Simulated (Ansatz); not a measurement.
Relaxed-ion elastic tensor of Cr (bcc (W type), Im-3m) in GPa (Voigt order), PBE (plane waves, PAW; program Ansatz); density 7.34 g/cm³, 11.77 Å³ per atom.

```tsv
	1	2	3	4	5	6
1	421	58.1	58.1	0.0	0.0	0.0
2	58.1	421	58.1	0.0	0.0	0.0
3	58.1	58.1	421	0.0	0.0	0.0
4	0.0	0.0	0.0	96.2	0.0	0.0
5	0.0	0.0	0.0	0.0	96.2	0.0
6	0.0	0.0	0.0	0.0	0.0	96.2
```

Task: Is the crystal mechanically stable?

Result: Yes: the smallest eigenvalue of C is 96.2 GPa.

Task: Work out the Voigt, Reuss and Hill averages.

Result: K_V = 179, K_R = 179, K_H = 179; G_V = 130, G_R = 118, G_H = 124 GPa.

Task: Give Young's modulus, Poisson's ratio, Pugh's ratio and the universal anisotropy index.

Result: E = 9KG/(3K + G) = 303 GPa; ν = 0.22; K/G = 1.44 (brittle by the Pugh limit of 1.75); A_U = 5G_V/G_R + K_V/K_R − 6 = 0.50.

Task: Estimate the sound speeds and the Debye temperature.

Result: v_l = √((K + 4G/3)/ρ) = 6860 m/s, v_t = √(G/ρ) = 4120 m/s, mean 4550 m/s; Θ = (h/k)(3n/4πV)^(1/3) v_m = 596 K.

The PBE relaxation kept the symmetry of its start, as lowered by the spin order. Magnetic state: antiferromagnetic, chosen from 3 collinear starts compared on coarse meshes (ties went to the first, and starts can fall back to one state), not a proven ground state. Textbook magnetic order: a spin-density-wave antiferromagnet. As this level gives no gap, shear constants depend on the k-mesh and smearing (Fermi–Dirac, 0.1 eV here).

Potentials: the later of the program's two PAW sets.
